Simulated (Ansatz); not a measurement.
Values for one crystal, relaxed and computed with the program Ansatz at the r²SCAN level (PAW); other levels are named.

| Item | Result |
|---|---|
| Volume per atom | 21.12 Å³ |
| Electronic character | metallic (no gap) |
| Density of states at the Fermi level | 0.41 states/eV per atom (mean over ±0.08 eV) |
| Formation energy from the elements (no fitted shifts) | -0.78 eV/atom |

Pick the material that matches.
A. Lu3SnC, anti-perovskite
B. SnO, CsCl type
C. CeP2Ru2, I4/mmm (Ce on 2a, P on 4e, Ru on 4d)
D. LaSi2Ru2, I4/mmm (La on 2a, Si on 4e, Ru on 4d)

A, Lu3SnC, anti-perovskite

Space group Pm-3m (anti-perovskite). The workflow started from a Materials Project entry (that database holds measured and hypothetical structures alike); the Crystallography Open Database copy checked does not list it. Whether it is the stable phase at ambient conditions was not checked. Symmetry was held in the r²SCAN relaxation; its stability against distortions is not shown here. The references are the lowest solids computed at this level, not always the standard phases. Spin–orbit coupling is left out wherever it is not named.

Potentials: the later of the program's two PAW sets.
